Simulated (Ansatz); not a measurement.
CrOS (Janus 1T monolayer) was relaxed with 5 functionals in the plane-wave code Ansatz, cell and atoms free, the symmetry of the start kept (meshes: PBE 12×12×1, r2SCAN 12×12×1, PBEsol 12×12×1, LDA 12×12×1, HSE06 6×6×1). These are computed values for a spin-unpolarised cell that may be hypothetical; none is a measurement.

The LDA result:
```xyz
3
Lattice="2.8363 0.0000 0.0000 -1.4182 2.4563 0.0000 0.0000 0.0000 29.0441" Properties=species:S:1:pos:R:3 pbc="T T F"
Cr    0.0000    0.0000    9.2218
O     0.0000    1.6375   10.1358
S     1.4182    0.8188    7.6424
```
Two periodic directions, a and b.

In-plane lattice: a = 2.836 Å, b = 2.836 Å, γ = 120.0°; thickness between the outer nuclei 2.49 Å. Cr is surrounded by 3 O at 1.88 Å and 3 S at 2.28 Å; O is surrounded by 3 Cr at 1.88 Å; S is surrounded by 3 Cr at 2.28 Å.

Question: How does the cell change with PBE?

Answer: a = 2.920 Å; the area differs by +6.0 % from LDA's. Cr is surrounded by 3 O at 1.92 Å and 3 S at 2.31 Å; O is surrounded by 3 Cr at 1.92 Å; S is surrounded by 3 Cr at 2.31 Å.

Question: How does the cell change with PBEsol?

Answer: a = 2.862 Å; the area differs by +1.8 % from LDA's. Cr has 3 O at 1.89 Å and 3 S at 2.29 Å; O has 3 Cr at 1.89 Å; S has 3 Cr at 2.29 Å.

Question: Held at the r2SCAN cell, what mean stress do LDA and PBE find, and does its sign point to their own minimum?

Answer: Not in every case. LDA -5.10 N/m, and its relaxed area is -5.9 % from r2SCAN's; PBE +1.09 N/m, and its relaxed area is -0.3 % from r2SCAN's. Compression counts positive, so a positive stress asks for a larger cell. For PBE the signs differ: the stress is read with the atoms held, and they move too when that functional relaxes the cell.

The cell is metallic with PBE, PBEsol, LDA, and these meshes limit the relaxed cells of a metal. A gap that a hybrid shows on its coarser mesh alone may close between the points.

The meshes of the hybrids are coarse, so their gaps aren't converged to the digits shown.
